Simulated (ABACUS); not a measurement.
A self-consistent single point of Zn2SeS (R3m, 4 atoms in the cell; from Materials Project mp-1215446, changed as shown).

```
Zn2SeS
1.0
    1.91467     1.10544     6.25598
   -1.91467     1.10544     6.25598
    0.00000    -2.21088     6.25598
Zn Se S
2 1 1
Direct
  0.00374   0.00374   0.00374
  0.49637   0.49637   0.49637
  0.62452   0.62452   0.62452
  0.12535   0.12535   0.12535
```

Level of theory: PBEsol, PseudoDojo 0.4 standard norm-conserving PBEsol (tails mended) pseudopotentials (plane waves; ABACUS).

ABACUS settings:

- KPT = Gamma 6 6 6 0 0 0
- basis_type = pw
- dft_functional = PBESOL
- ecutwfc = 86 Ry
- smearing_method = fd
- smearing_sigma = 0.000734986 Ry
- potentials = PseudoDojo 0.4 standard norm-conserving PBEsol (tails mended)
- symmetry = 1
- ks_solver = dav_subspace
- scf_nmax = 100
- scf_thr = 1.0e-09 Ry
- mixing_type = broyden

### Question
Estimate, at this level of theory: gap on the k-point mesh and pressure.

### Answer
The run gave:

* **Gap on the k-point mesh**: 1.61 eV
* **Pressure**: 3.41 GPa

The gap is read on the k-point mesh of the run and can differ from the gap over the whole zone at this level.

For comparison: a first run was changed to give this one (lattice scaled by 0.98), and from it to this one the free energy goes up by 7.6 meV/atom, the pressure goes from -1.20 to 3.41 GPa, the largest force goes from 0.019 to 0.074 eV/Å and the gap on the mesh goes from 1.370 to 1.611 eV.

The structure comes from a collection of computed structures, made at another level of theory; the collection holds predicted forms beside known ones.

Cost on one core: very roughly 5 core-minutes.

“Tails mended”: in these copies of the files the far tail of each local potential was reset to the Coulomb form.
